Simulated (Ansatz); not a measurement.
BP (zinc blende, F-43m) at seven volumes, PBEsol (plane waves, PAW; program Ansatz), scaled uniformly. One row is withheld.

```
V (Å³/atom)  P (GPa)
-----------  -------
10.507             ?
10.853         11.75
11.200          5.44
11.546         -0.02
11.892         -4.76
12.239         -8.86
12.585        -12.41
```

### Question
Fit the shown pressures and predict the withheld one.

### Answer
P = (3/2)B₀(x^(7/2) − x^(5/2))[1 + (3/4)(B′ − 4)(x − 1)] with x = (V₀/V)^(2/3). Least squares on the six rows gives V₀ = 11.544 Å³/atom, B₀ = 169 GPa, B′ = 3.78. At V = 10.507, x = 1.0648 and P = 19.00 GPa. The run itself gave 19.04 GPa.

The PBEsol relaxation kept the symmetry of its start.

Potentials: the later of the program's two PAW sets.
